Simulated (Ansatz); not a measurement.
Space group Pa-3 (No. 205). a = 4.834 Å, b = 4.834 Å, c = 4.834 Å, α = 90.00°, β = 90.00°, γ = 90.00°
```tsv
atom	site	symmetry	x	y	z
Mg	4a	.-3.	0.0000	0.5000	0.5000
O	8c	.3.	0.4112	0.0888	0.9112
```

Equation of state of this MgO2 structure (not necessarily the ground state), with shape and atoms relaxed at each volume where symmetry leaves them free. These are results of Ansatz, DFT r2SCAN, scalar-relativistic, plane waves, PAW, not measurements.

Plane waves to 500 eV, a k mesh through Γ of 6×6×6 on the computed 12-atom cell and Gaussian smearing (0.02 eV); no spin polarisation.

```csv
V (Å³/atom),E − E(largest V) (meV/atom),P (GPa),gap on mesh (eV)
8.849,3.23,10.07,4.94
9.132,-9.60,4.64,4.82
9.414,-13.59,0.01,4.71
9.697,-10.02,-3.95,4.61
9.979,0.00,-7.32,4.51
```

Task: Fit a third-order Birch–Murnaghan equation to E(V).

Result: V0 = 9.41 Å³/atom, B0 = 142 GPa, B0' = 4.2.

The gaps are read on the mesh, which can miss the band edges, so they can be too wide.